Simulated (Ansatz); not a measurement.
Trial structure of Ge2Sb2S, not yet relaxed:

```
Ge Sb S
1.0
     4.05178    0.00000    0.00000
    -2.02589    3.50895    0.00000
     0.00000    0.00000    9.35022
Ge Sb S
2 2 1
Cartesian
  0.0000 2.3393 4.3736
  2.0259 1.1696 4.9767
  0.0000 0.0000 6.6921
  0.0000 0.0000 2.6581
  0.0000 0.0000 4.6751
```

All numbers below come from DFT PBE, scalar-relativistic, plane waves, PAW in Ansatz 0.2.0. Cutoff 420 eV; k points 6×6×2 on the computed 5-atom cell (Γ-centred); Gaussian smearing, width 0.10 eV; no spin polarisation.

Energies over the elements count from the elements' standard structures at the same level, with no fitted energy shifts.

Question: How far from equilibrium is it?

Answer: The pressure is 40.3 GPa (the mean over three directions, positive in compression), the largest force is 11.56 eV/Å, and the energy is +2.39 eV/atom against the elements. The shortest distance is 2.02 Å.

Question: How much does it gain on relaxing, and where does it end?

Answer: Relaxing gains about 2.2 eV/atom (the start's value is from the coarse mesh, so the gain is rough) in 38 ionic steps and ends at +0.18 eV/atom on the finer mesh. The symmetry stays P-3m1 (No. 164). The volume per atom shrinks by 12.7 %, from 26.6 to 23.2 Å³. The shortest distance goes from 2.02 Å (Sb–S) to 2.63 Å (Ge–S). The ratio c/a of the conventional cell changes by a factor of 1.51. Conventional cell: a = 3.373 Å, c = 11.780 Å. Ge has 3 S at 2.63 Å and 3 Sb at 3.25 Å; Sb is surrounded by 1 Sb at 3.05 Å, 3 Ge at 3.25 Å and 6 Sb at 3.37 Å; S has 6 Ge at 2.63 Å.

The last run used a 12×12×4 mesh (in the run's order of axes) for its 5-atom cell and Gaussian smearing of 0.10 eV. These runs have no spin–orbit coupling, which can matter for Sb. The reference form of S is held partly by dispersion forces, which this level lacks. The relaxation can't lower the symmetry of the start. A structure relaxed within its symmetry needn't be a true minimum. Another cell of Ge2Sb2S relaxed alike, in P-3m1, lies 40 meV/atom lower, so this cell isn't the stable form at this level.
